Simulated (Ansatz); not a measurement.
# GaAs (zinc blende), frozen-phonon scan

Relaxed GaAs (zinc blende):

```yaml
crystal:
  lattice:
    - [0.00000, 5.74607, 5.74607]
    - [2.87304, 0.00000, 2.87304]
    - [2.87304, 2.87304, 0.00000]
  atoms:
    - { symbol: As, position: [0.37500, 0.75000, 0.75000] }
    - { symbol: As, position: [0.87500, 0.75000, 0.75000] }
    - { symbol: Ga, position: [0.00000, 0.00000, 0.00000] }
    - { symbol: Ga, position: [0.50000, 0.00000, 0.00000] }
```

A phonon eigenvector at L = (0.5, 0.0, 0.0) is frozen into this cell: atom i moves by Q times the vector below, so Q is the largest atomic displacement, in Å. The cell is held. It is one choice among 2 degenerate patterns. (q is in reciprocal vectors of the primitive cell; the cell shown is doubled to hold the pattern.)

```json
[
 {"atom": "As1", "x": "0.267", "y": "-0.486", "z": "0.753"},
 {"atom": "As2", "x": "-0.267", "y": "0.486", "z": "-0.753"},
 {"atom": "Ga3", "x": "-0.285", "y": "0.520", "z": "-0.805"},
 {"atom": "Ga4", "x": "0.285", "y": "-0.520", "z": "0.805"}
]
```

All values below come from PBE (plane waves to 420 eV, PAW, scalar-relativistic; Ansatz, a quantum-chemistry and plane-wave program). k mesh 5×10×10 (Γ-centred), Fermi-Dirac smearing 0.05 eV. The energy includes the smearing's −TS. Compression counts positive. GaAs was relaxed with its symmetry unable to fall. The PAW data are Ansatz's earlier set. The zero of ΔE is the undisplaced structure.

```tsv
Q (Å)	ΔE (eV/cell)	−dE/dQ from forces (eV/Å)	P (GPa)
-0.180	0.0590	0.673	-0.23
-0.150	0.0406	0.552	-0.17
-0.120	0.0258	0.436	-0.11
-0.090	0.0144	0.323	-0.06
-0.060	0.0064	0.214	-0.03
-0.030	0.0016	0.106	-0.01
0.000	0.0000	0.000	0.00
0.030	0.0016	-0.106	-0.01
0.060	0.0064	-0.214	-0.03
0.090	0.0144	-0.323	-0.06
0.120	0.0258	-0.436	-0.11
0.150	0.0406	-0.552	-0.17
0.180	0.0590	-0.673	-0.23
```

Key numbers:

Energy at Q = 0.180 Å: 59.0 meV/cell
Space group of the distorted cell: P1 (No. 1), lowered from F-43m
Symmetry of the curve: even: the same for both signs
Shape of the curve: a single well with its minimum at or next to zero displacement
Harmonic wavenumber from the curvature (finite differences): 60 cm⁻¹
Wavenumber by perturbation theory (DFPT, on another k mesh): 60 cm⁻¹

The 13 points together took roughly 14 core-minutes.

(A displaced cell: forces are minus the slopes of the energy, force constants its curvatures, and phonons follow from these.)
